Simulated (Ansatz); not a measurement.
The elements of this relaxed trial crystal are hidden behind letters.

```
lattice vectors (Å)
   4.4721    0.0000    0.0000
   0.0000    8.9407    0.0000
   0.0000    0.0000    6.3172
fractional positions
X 0.0000 0.0000 0.9995
X 0.5000 0.2433 0.5000
X 0.5000 0.7567 0.5000
Z 0.0000 0.5000 0.0000
Q 0.5000 0.0000 0.2430
Q 0.0000 0.2388 0.7412
Q 0.5000 0.5000 0.2751
Q 0.0000 0.7612 0.7412
```

All numbers below come from DFT PBE, scalar-relativistic, plane waves, PAW in Ansatz 0.2.0. Plane waves to 420 eV, a 6×4×4 mesh through Γ for the 8-atom cell and 0.02 eV Gaussian smearing; no spin polarisation.

* Space group: Pmm2 (No. 25)
* Conventional cell: a = 4.472 Å, b = 8.941 Å, c = 6.317 Å
* Volume per atom: 31.57 Å³
* Density: 4.49 g/cm³
* Energy over the elements: −0.154 eV/atom
* Gap on the 6×4×4 mesh of the 8-atom cell: 0.73 eV

Energies are uncorrected and count from the elements' standard states at the same level.

Task: X is a p-block element of period 3, Z is a p-block element of period 5 and Q is a p-block element of period 5. Which elements are they?

Result: X = Al, Z = In, Q = Sb, so the formula is Al3InSb4. Density times volume gives a mean mass of 4.49 × 31.57/1.6605 = 85.4 u per atom, and this set has 85.4 u. Around Al on a site of symmetry mm2 lie 4 Sb at 2.69–2.71 Å; around In lie 4 Sb at 2.83–2.85 Å; around Sb on a site of symmetry mm2 lie 4 Al at 2.71 Å; 3 more sites not described. Other sets within the hints have nearly the same mass, so mass alone doesn't settle it; this one was computed.

These runs have no spin–orbit coupling, which can matter for Sb. Kohn–Sham gaps at this level usually fall short of measured ones. The missing spin–orbit coupling can work the other way here. A later test with randomly moved atoms came back to the same energy, though modes that don't fit the test's cell weren't probed.
